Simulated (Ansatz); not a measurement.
**Wurtzite alloy of GaN and AlN (21 of 48 Ga sites exchanged), 96 atoms**

Ansatz, PAW, plane waves. PBEsol relaxation of cell lengths and atoms (angles held) at the single k point (¼, ¼, ¼) without its symmetry partners; single points on the relaxed atoms at the Γ point alone, onto which points of the small cell's zone fold. Arrangement: random. No spin–orbit coupling unless named.

Relaxed structure:

```
Ga Al N
1.0
     9.44993    0.00000    0.00000
     0.00000   10.91443    0.00000
     0.00000    0.00000   10.21390
Ga Al N
27 21 48
Direct
  0.16612 0.08301 0.24785
  0.99975 0.33169 0.75103
  0.49940 0.08368 0.25000
  0.49997 0.08396 0.74971
  0.33267 0.33381 0.24999
  0.33271 0.33251 0.74996
  0.16620 0.58448 0.74901
  0.00057 0.83395 0.25100
  0.66728 0.33224 0.74705
  0.49867 0.58257 0.74829
  0.33211 0.83301 0.75099
  0.83389 0.58174 0.25181
  0.83495 0.58302 0.74809
  0.66637 0.83430 0.25001
  0.66813 0.83447 0.75005
  0.99932 0.16627 0.49964
  0.16581 0.41727 0.49783
  0.00136 0.66747 0.00000
  0.66708 0.16564 0.00086
  0.49903 0.41554 0.00184
  0.33256 0.66695 0.00287
  0.16708 0.91613 0.50075
  0.83416 0.41532 0.00179
  0.66637 0.66574 0.49905
  0.66621 0.66709 0.00099
  0.49924 0.91722 0.49890
  0.83497 0.91823 0.99888
  0.16589 0.08284 0.75104
  0.99994 0.33224 0.24796
  0.16684 0.58292 0.25045
  0.99969 0.83466 0.74822
  0.83391 0.08474 0.25027
  0.83400 0.08284 0.74821
  0.66696 0.33286 0.25211
  0.49911 0.58280 0.25150
  0.33277 0.83230 0.24836
  0.00105 0.16589 0.99903
  0.33328 0.16704 0.50048
  0.33165 0.16579 0.99804
  0.16660 0.41565 0.00126
  0.00055 0.66702 0.49931
  0.66714 0.16693 0.49790
  0.50064 0.41567 0.49724
  0.33299 0.66610 0.49622
  0.16679 0.91779 0.99814
  0.83330 0.41530 0.49722
  0.49851 0.91742 0.00044
  0.83364 0.91782 0.50038
  0.99648 0.16776 0.18641
  0.00041 0.16271 0.69117
  0.33310 0.16745 0.18347
  0.32876 0.16423 0.68689
  0.16276 0.41874 0.18840
  0.16560 0.41677 0.68805
  0.00302 0.66525 0.19064
  0.00045 0.67147 0.68564
  0.66997 0.16845 0.19251
  0.67058 0.16378 0.68465
  0.50408 0.41814 0.19324
  0.49955 0.41539 0.68339
  0.33329 0.66541 0.19457
  0.33289 0.66727 0.68261
  0.16983 0.91446 0.18490
  0.16361 0.91879 0.69207
  0.83277 0.41235 0.19270
  0.83476 0.41579 0.68335
  0.66365 0.66463 0.19215
  0.66661 0.66680 0.68912
  0.49603 0.91510 0.18675
  0.49936 0.91641 0.68887
  0.83388 0.92098 0.18961
  0.83707 0.91893 0.68733
  0.17017 0.08469 0.43882
  0.16633 0.08313 0.93869
  0.99682 0.33385 0.43428
  0.00390 0.33109 0.94253
  0.49927 0.08743 0.44146
  0.49637 0.08201 0.94161
  0.33593 0.33129 0.44118
  0.32953 0.33104 0.94198
  0.16592 0.58704 0.43676
  0.16737 0.57916 0.94003
  0.99620 0.83235 0.44209
  0.00393 0.83499 0.93498
  0.82996 0.08139 0.43687
  0.83692 0.08605 0.93453
  0.66695 0.33297 0.43912
  0.66626 0.33291 0.93762
  0.49648 0.58066 0.43757
  0.49876 0.58290 0.93876
  0.33321 0.83013 0.43468
  0.33298 0.83606 0.94236
  0.83731 0.58103 0.44269
  0.83379 0.58299 0.93904
  0.67023 0.83518 0.44059
  0.66337 0.83621 0.94124
```

(1) What are the mean bond lengths by pair (pairs within 1.2 times the sum of covalent radii, less contacts 15 % beyond the pair's median; cation–cation pairs of compounds aside; long ionic contacts are cut short by that bound)?

(2) What gap lies between the top filled and the lowest empty level in the single points?

Results:

(1) Al–N 1.899 ± 0.006 Å (standard deviation, 84 bonds); Ga–N 1.945 ± 0.007 Å (standard deviation, 108 bonds).

(2) HSE06 4.17 eV (42 s on NVIDIA H100).
